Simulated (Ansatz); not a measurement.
ZrTi3C4: phonons across the zone

Method: DFT PBE, scalar-relativistic, plane waves, PAW (Ansatz). Settings: 420 eV plane-wave cutoff, Γ-centred 8×8×12 mesh, Fermi-Dirac smearing of 0.15 eV. No spin polarisation. Phonons by linear response, acoustic sum rule imposed.

The cell, relaxed at this level:
```
Zr Ti C
1.0
     3.13686   -4.43449    0.00000
     3.13686    4.43449    0.00000
     0.00000    0.00000    3.14311
Zr Ti C
1 3 4
Direct
  0.50000 0.50000 0.00000
  0.00000 0.00000 0.00000
  0.00000 0.50000 0.50000
  0.50000 0.00000 0.50000
  0.75561 0.24439 0.00000
  0.24439 0.75561 0.00000
  0.76137 0.76137 0.50000
  0.23863 0.23863 0.50000
```

The structure comes from a generated guess, relaxed at this level; another structure or a mixture of phases may lie lower. In a metal, frequencies and elastic constants depend on the k mesh and the smearing, soft modes and shear constants most. The q mesh is coarse, so values between its points are rough.

Force constants from linear response on a 1×1×2 q mesh.

Task: Is the structure dynamically stable on this mesh?

Result: Yes, on this mesh: no mode is imaginary.

Task: Give the frequencies (cm⁻¹; i marks imaginary ones) at the irreducible q points, in fractions of the reciprocal vectors.

Result:
| q | star | frequencies |
| --- | --- | --- |
| 0.000 0.000 0.000 | 1 | 0 0 0 212 219 224 226 262 285 322 397 398 432 440 453 488 495 536 537 587 596 597 651 728 |
| 0.000 0.000 -0.500 | 1 | 207 209 221 254 286 290 300 311 312 327 345 348 465 507 512 516 561 581 581 584 603 616 660 693 |
